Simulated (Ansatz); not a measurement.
HfC:
```xyz
4
Lattice="3.2813 0.0000 0.0000 -1.6407 2.8417 0.0000 0.0000 0.0000 5.1142" Properties=species:S:1:pos:R:3 pbc="T T T"
Hf     1.6407     0.9472     3.8357
Hf     0.0000     1.8945     1.2786
C      0.0000     0.0000     0.0000
C      0.0000     0.0000     2.5571
```

Relaxed with LDA. Special points in fractions of this cell's reciprocal vectors: Γ (0.000, 0.000, 0.000); M (0.500, 0.000, 0.000); K (0.333, 0.333, 0.000); A (0.000, 0.000, 0.500); L (0.500, 0.000, 0.500); H (0.333, 0.333, 0.500).

### Question
List the band energies nearest the Fermi level at these points for LDA (plane waves, PAW; program Ansatz).

### Answer
In eV from the Fermi level; about four levels below and three above (degenerate sets whole), none deeper than 8.9 eV; points with the same levels are listed once.

```json
[
 {"k": "Γ", "below": "-3.38 -3.38 -1.34 -1.34", "above": "0.87 1.29 1.29"},
 {"k": "M", "below": "-3.80 -3.48 -2.02 -1.15", "above": "1.40 4.39 4.86"},
 {"k": "K", "below": "-4.44 -4.44 -3.81 -3.81", "above": "0.43 0.90 0.90"},
 {"k": "A", "below": "-2.92 -2.92 -2.92 -2.92", "above": "3.99 3.99 3.99 3.99"},
 {"k": "L", "below": "-3.32 -3.32 -2.58 -2.58", "above": "1.30 1.30 4.76 4.76"},
 {"k": "H", "below": "-2.65 -2.65 -2.46 -2.46", "above": "1.83 1.83 3.30 3.30"}
]
```

Space group P6_3/mmc (NiAs type). The first step of the workflow began from a Materials Project structure, measured or hypothetical; the Crystallography Open Database copy checked does not list it. It is not the phase usual at ambient conditions (space group No. 225). Symmetry was held in the LDA relaxation; whether a distortion lowers the energy is not shown. No spin polarisation was allowed. Spin–orbit coupling is left out wherever it is not named.

Potentials: the later of the program's two PAW sets.
